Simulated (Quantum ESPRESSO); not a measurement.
## Al2GeZnN4 (finding a planted mistake in a log)

A calculation, not a measurement. The program is pw.x of Quantum ESPRESSO 7.5 (plane-wave density functional theory). The cell is made up: 8 atoms on a wurtzite lattice, with randomly drawn elements, strain and displacements, not relaxed. PseudoDojo standard norm-conserving files (v0.5 for PBE, v0.4.1 for LDA and PBEsol) set the functional; there is no spin polarisation, spin-orbit coupling or dispersion term, and the masses in the input are unused placeholders.

Intended input:

```
&control calculation='scf', pseudo_dir='./dojo.nc.sr.pbe.v0_5.standard.upf', outdir='./o', disk_io='medium', tprnfor=.true., tstress=.true. /
&system ibrav=0, nat=8, ntyp=4, nbnd=36, ecutwfc=84.00895049, nosym=.true., tot_charge=0,
 occupations='smearing', smearing='fd', degauss=0.0018374661
/
&electrons conv_thr=7.350e-09, electron_maxstep=60, /
ATOMIC_SPECIES
Al 1.0 Al.upf
Ge 1.0 Ge.upf
N 1.0 N.upf
Zn 1.0 Zn.upf
CELL_PARAMETERS angstrom
3.1632 0.0349 -0.0013
0.0604 5.4339 0.0373
-0.0021 0.0352 4.9819
ATOMIC_POSITIONS angstrom
Al 0.0276 -0.0161 0.0728
Al 1.6218 2.6585 0.0049
Ge 1.5216 0.9789 2.5151
Zn -0.1292 3.6799 2.4201
N -0.1685 0.0374 1.7604
N 1.7244 2.7959 1.7955
N 1.6166 0.9015 4.465
N 0.0402 3.6487 4.4641
K_POINTS automatic
6 4 4 1 1 1
```

The log is shortened where brackets say so; the opening notice, blank lines, dates and the lines on written files are dropped, and the path of the files is cut. It prints rydbergs, bohrs and kilobars, and counts compression as positive stress.

Log of the intended run:

```
     Program PWSCF v.7.5
     Parallel version (MPI & OpenMP), running on       1 processor cores
     Number of MPI processes:                 1
     Threads/MPI process:                     1
     [start-up lines left out]
     bravais-lattice index     =            0
     lattice parameter (alat)  =       5.9779  a.u.
     unit-cell volume          =     577.7706 (a.u.)^3
     number of atoms/cell      =            8
     number of atomic types    =            4
     number of electrons       =        60.00
     number of Kohn-Sham states=           36
     kinetic-energy cutoff     =      84.0090  Ry
     charge density cutoff     =     336.0358  Ry
     scf convergence threshold =      7.3E-09
     mixing beta               =       0.7000
     number of iterations used =            8  plain     mixing
     Exchange-correlation= PBE
                           (   1   4   3   4   0   0   0)
     [axes and pseudopotential details left out]
   Cartesian axes
     site n.     atom                  positions (alat units)
         1        Al     tau(   1) = (   0.0087248  -0.0050895   0.0230133  )
         2        Al     tau(   2) = (   0.5126774   0.8403952   0.0015490  )
         3        Ge     tau(   3) = (   0.4810026   0.3094462   0.7950641  )
         4        Zn     tau(   4) = (  -0.0408422   1.1632763   0.7650330  )
         5        N      tau(   5) = (  -0.0532656   0.0118227   0.5564911  )
         6        N      tau(   6) = (   0.5451109   0.8838295   0.5675868  )
         7        N      tau(   7) = (   0.5110336   0.2849788   1.4114592  )
         8        N      tau(   8) = (   0.0127079   1.1534135   1.4111747  )
     number of k points=    48  Fermi-Dirac smearing, width (Ry)=  0.0018
                       cart. coord. in units 2pi/alat
        k(    1) = (   0.0825841   0.0713103   0.0789031), wk =   0.0416667
        k(    2) = (   0.0826613   0.0702197   0.2376551), wk =   0.0416667
     [further k points left out]
     Dense  grid:    60149 G-vectors     FFT dimensions: (  36,  60,  60)
     Estimated max dynamical RAM per process >      78.15 MB
     Initial potential from superposition of free atoms
     starting charge      59.9941, renormalised to      60.0000
     Starting wfcs are   43 randomized atomic wfcs
     total cpu time spent up to now is        8.9 secs
     per-process dynamical memory:    51.5 Mb
     Self-consistent Calculation
     iteration #  1     ecut=    84.01 Ry     beta= 0.70
     Davidson diagonalization with overlap
     ethr =  1.00E-02,  avg # of iterations =  3.1
     total cpu time spent up to now is       29.5 secs
     total energy              =    -688.10364185 Ry
     estimated scf accuracy    <       2.54519144 Ry
     iteration #  2     ecut=    84.01 Ry     beta= 0.70
     Davidson diagonalization with overlap
     ethr =  4.24E-03,  avg # of iterations =  3.1
     total cpu time spent up to now is       49.8 secs
     total energy              =    -688.65137162 Ry
     estimated scf accuracy    <       3.02263896 Ry
     [iterations 3 to 11 left out]
     iteration # 12     ecut=    84.01 Ry     beta= 0.70
     Davidson diagonalization with overlap
     ethr =  3.35E-10,  avg # of iterations =  2.0
     total cpu time spent up to now is      199.3 secs
     total energy              =    -689.27431434 Ry
     estimated scf accuracy    <       0.00000002 Ry
     iteration # 13     ecut=    84.01 Ry     beta= 0.70
     Davidson diagonalization with overlap
     ethr =  2.60E-11,  avg # of iterations =  3.8
     total cpu time spent up to now is      215.9 secs
     End of self-consistent calculation
     [lines on levels left out]
!    total energy              =    -689.27431435 Ry
     estimated scf accuracy    <          3.4E-09 Ry
     smearing contrib. (-TS)   =      -0.00000000 Ry
     internal energy E=F+TS    =    -689.27431435 Ry
     The total energy is F=E-TS. E is the sum of the following terms:
     one-electron contribution =    -479.50098526 Ry
     hartree contribution      =     273.65673224 Ry
     xc contribution           =    -118.11952674 Ry
     ewald contribution        =    -365.31053459 Ry
     convergence has been achieved in  13 iterations
     Forces acting on atoms (cartesian axes, Ry/au):
     atom    1 type  1   force =     0.01111307   -0.07912993   -0.17022596
     atom    2 type  1   force =     0.00008558    0.10228254   -0.04742460
     atom    3 type  2   force =    -0.01238835    0.06213620   -0.02162513
     atom    4 type  4   force =     0.14951239    0.02042845    0.10633863
     atom    5 type  3   force =     0.04502534    0.09368329    0.17636279
     atom    6 type  3   force =    -0.17087696   -0.19087808    0.01945745
     atom    7 type  3   force =    -0.02701792   -0.00210954   -0.07115905
     atom    8 type  3   force =     0.00454685   -0.00641293    0.00827586
     Total force =     0.447752     Total SCF correction =     0.000219
     Computing stress (Cartesian axis) and pressure
          total   stress  (Ry/bohr**3)                   (kbar)     P=      140.05
   0.00058536   0.00007936   0.00023632           86.11       11.67       34.76
   0.00007936   0.00055945   0.00017750           11.67       82.30       26.11
   0.00023632   0.00017750   0.00171123           34.76       26.11      251.73
     init_run     :      8.31s CPU      8.74s WALL (       1 calls)
     electrons    :    198.10s CPU    207.02s WALL (       1 calls)
     forces       :      2.03s CPU      2.06s WALL (       1 calls)
     stress       :      9.61s CPU      9.65s WALL (       1 calls)
     [timing details left out]
     PWSCF        :   3m38.25s CPU   3m47.79s WALL
     JOB DONE.
```

A second run was made from an input with one planted mistake. Its log:

```
     Program PWSCF v.7.5
     Parallel version (MPI & OpenMP), running on       4 processor cores
     Number of MPI processes:                 4
     Threads/MPI process:                     1
     [start-up lines left out]
     bravais-lattice index     =            0
     lattice parameter (alat)  =       5.9779  a.u.
     unit-cell volume          =     577.7706 (a.u.)^3
     number of atoms/cell      =            8
     number of atomic types    =            4
     number of electrons       =        60.00
     number of Kohn-Sham states=           36
     kinetic-energy cutoff     =      84.0090  Ry
     charge density cutoff     =     336.0358  Ry
     scf convergence threshold =      7.3E-09
     mixing beta               =       0.7000
     number of iterations used =            8  plain     mixing
     Exchange-correlation= PBE
                           (   1   4   3   4   0   0   0)
     [axes and pseudopotential details left out]
   Cartesian axes
     site n.     atom                  positions (alat units)
         1        Al     tau(   1) = (   0.0087248  -0.0050895   0.0230133  )
         2        Al     tau(   2) = (   0.5126774   0.8403952   0.0015490  )
         3        N      tau(   3) = (   0.4810026   0.3094462   0.7950641  )
         4        Zn     tau(   4) = (  -0.0408422   1.1632763   0.7650330  )
         5        N      tau(   5) = (  -0.0532656   0.0118227   0.5564911  )
         6        N      tau(   6) = (   0.5451109   0.8838295   0.5675868  )
         7        N      tau(   7) = (   0.5110336   0.2849788   1.4114592  )
         8        Ge     tau(   8) = (   0.0127079   1.1534135   1.4111747  )
     number of k points=    48  Fermi-Dirac smearing, width (Ry)=  0.0018
                       cart. coord. in units 2pi/alat
        k(    1) = (   0.0825841   0.0713103   0.0789031), wk =   0.0416667
        k(    2) = (   0.0826613   0.0702197   0.2376551), wk =   0.0416667
     [further k points left out]
     Dense  grid:    60149 G-vectors     FFT dimensions: (  36,  60,  60)
     Estimated max dynamical RAM per process >     127.68 MB
     Estimated total dynamical RAM >     466.66 MB
     Initial potential from superposition of free atoms
     starting charge      59.9941, renormalised to      60.0000
     Starting wfcs are   43 randomized atomic wfcs
     total cpu time spent up to now is        1.8 secs
     per-process dynamical memory:    97.2 Mb
     Self-consistent Calculation
     iteration #  1     ecut=    84.01 Ry     beta= 0.70
     Davidson diagonalization with overlap
     ethr =  1.00E-02,  avg # of iterations =  4.4
     total cpu time spent up to now is        3.9 secs
     total energy              =    -686.63346677 Ry
     estimated scf accuracy    <       2.19194972 Ry
     iteration #  2     ecut=    84.01 Ry     beta= 0.70
     Davidson diagonalization with overlap
     ethr =  3.65E-03,  avg # of iterations =  2.8
     total cpu time spent up to now is        5.9 secs
     total energy              =    -686.39164573 Ry
     estimated scf accuracy    <      11.44099806 Ry
     [iterations 3 to 12 left out]
     iteration # 13     ecut=    84.01 Ry     beta= 0.70
     Davidson diagonalization with overlap
     ethr =  8.23E-10,  avg # of iterations =  2.0
     total cpu time spent up to now is       24.6 secs
     total energy              =    -687.90261131 Ry
     estimated scf accuracy    <       0.00000005 Ry
     iteration # 14     ecut=    84.01 Ry     beta= 0.70
     Davidson diagonalization with overlap
     ethr =  8.12E-11,  avg # of iterations =  2.0
     total cpu time spent up to now is       26.1 secs
     End of self-consistent calculation
     [lines on levels left out]
!    total energy              =    -687.90261132 Ry
     estimated scf accuracy    <          1.6E-09 Ry
     smearing contrib. (-TS)   =      -0.00042628 Ry
     internal energy E=F+TS    =    -687.90218504 Ry
     The total energy is F=E-TS. E is the sum of the following terms:
     one-electron contribution =    -494.05652188 Ry
     hartree contribution      =     279.50717761 Ry
     xc contribution           =    -117.57372039 Ry
     ewald contribution        =    -355.77912037 Ry
     convergence has been achieved in  14 iterations
     Forces acting on atoms (cartesian axes, Ry/au):
     atom    1 type  1   force =     0.03136992    0.41652624   -0.05220112
     atom    2 type  1   force =     0.02164295   -0.42676191    0.15888890
     atom    3 type  3   force =     0.05922572    0.01045943   -0.01114827
     atom    4 type  4   force =     0.12472292    0.05044466   -0.11727987
     atom    5 type  3   force =    -0.05459119    0.09082602    0.20711686
     atom    6 type  3   force =    -0.15629779   -0.14260572    0.02015582
     atom    7 type  3   force =    -0.01396147    0.00218892   -0.05439559
     atom    8 type  2   force =    -0.01211107   -0.00107765   -0.15113672
     Total force =     0.738977     Total SCF correction =     0.000322
     Computing stress (Cartesian axis) and pressure
          total   stress  (Ry/bohr**3)                   (kbar)     P=      583.62
   0.00375923   0.00048897   0.00062686          553.00       71.93       92.21
   0.00048897   0.00474344   0.00022771           71.93      697.78       33.50
   0.00062686   0.00022771   0.00339937           92.21       33.50      500.06
     init_run     :      1.64s CPU      1.69s WALL (       1 calls)
     electrons    :     24.25s CPU     24.36s WALL (       1 calls)
     forces       :      0.32s CPU      0.32s WALL (       1 calls)
     stress       :      1.08s CPU      1.09s WALL (       1 calls)
     [timing details left out]
     PWSCF        :     27.39s CPU     27.56s WALL
     JOB DONE.
```

Question: what was wrong in the second input?

Answer: two atoms have their elements exchanged. The input lines that differ, file-writing options aside:

```
- Ge 1.5216 0.9789 2.5151
+ N 1.5216 0.9789 2.5151
- N 0.0402 3.6487 4.4641
+ Ge 0.0402 3.6487 4.4641
```

```
                                            intended run  run with the mistake
                          free energy (eV)     -9378.055             -9359.392
                    smearing term -TS (eV)        0.0000               -0.0058
                            pressure (GPa)         14.00                 58.36
            largest force component (eV/Å)         4.908                10.972
largest change of a force component (eV/Å)                              13.602
                                iterations            13                    14
```

For scale, a rerun of the intended cell at 1437 eV and a 8 x 6 x 6 mesh moved values by no more than 0.002 eV in energy, 0.04 GPa in stress and 0.002 eV/Å in force.